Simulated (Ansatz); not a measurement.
**Mo (P6/mmm), axial (c/a) deformation path**

Computed with DFT r2SCAN, scalar-relativistic, plane waves, PAW in Ansatz 0.2.0. The runs took a 500 eV cutoff, a Γ-centred 24×24×20 mesh and Gaussian smearing (0.15 eV). No spin polarisation. Energies are free energies at this smearing, counted from the undisturbed cell; pressure is positive in compression.

The undisturbed cell (as given, not relaxed at this level; it stands at 0.4 GPa; this form isn't the usual structure):

```yaml
crystal:
  lattice:
    - [2.73551, 0.00000, 0.00000]
    - [-1.36776, 2.36902, 0.00000]
    - [0.00000, 0.00000, 2.55518]
  atoms:
    - { symbol: Mo, position: [0.00000, 0.00000, 0.50000] }
```

At fixed volume and fractional coordinates, lengths along (0.000, 0.000, 1.000) are scaled against those across it; ρ is that ratio over its starting value. The cell is metallic on the mesh throughout.

```csv
ρ,ΔE (meV/atom),pressure (GPa)
0.800,459.9,16.5
0.850,186.8,7.0
0.920,32.2,0.8
0.960,-0.8,0.0
1.000,0.0,0.4
1.050,45.0,2.2
1.100,?,?
1.200,361.5,10.8
1.300,?,?
```

Task: Give the withheld values.

Result: ΔE (meV/atom) at ρ = 1.100: 133.4; pressure (GPa) at ρ = 1.100: 4.7; ΔE (meV/atom) at ρ = 1.300: 650.9; pressure (GPa) at ρ = 1.300: 20.5.